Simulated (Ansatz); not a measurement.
Y:
```yaml
crystal:
  lattice:
    - [-2.02013, 2.02013, 2.02013]
    - [2.02013, -2.02013, 2.02013]
    - [2.02013, 2.02013, -2.02013]
  atoms:
    - { symbol: Y, position: [0.00000, 0.00000, 0.00000] }
```

Relaxed with PBE.

**Question.** List the phonon frequencies at the special points (DFPT on a 4×4×4 q-mesh, Fourier-interpolated; PBE (plane waves, PAW; program Ansatz)).

**Answer.** In cm⁻¹.

```json
[
 {"q": "Γ", "frequencies": "0 0 0"},
 {"q": "H", "frequencies": "138 138 138"},
 {"q": "N", "frequencies": "69i 89 121"},
 {"q": "P", "frequencies": "89 89 89"}
]
```

Space group Im-3m (bcc (W type)). A made-up cell: these elements were put on the sites of a structure type; neither database checked (COD, Materials Project) lists it. It is not the phase usual at ambient conditions (space group No. 194). The cell was relaxed with PBE under the symmetry of its start. At this level the phase is dynamically unstable (imaginary phonons). The run is not spin-polarised. As this level gives no gap, phonon frequencies hold no LO–TO term and depend on the k-mesh and smearing (Fermi–Dirac, 0.1 eV here).

Potentials: the later of the program's two PAW sets.
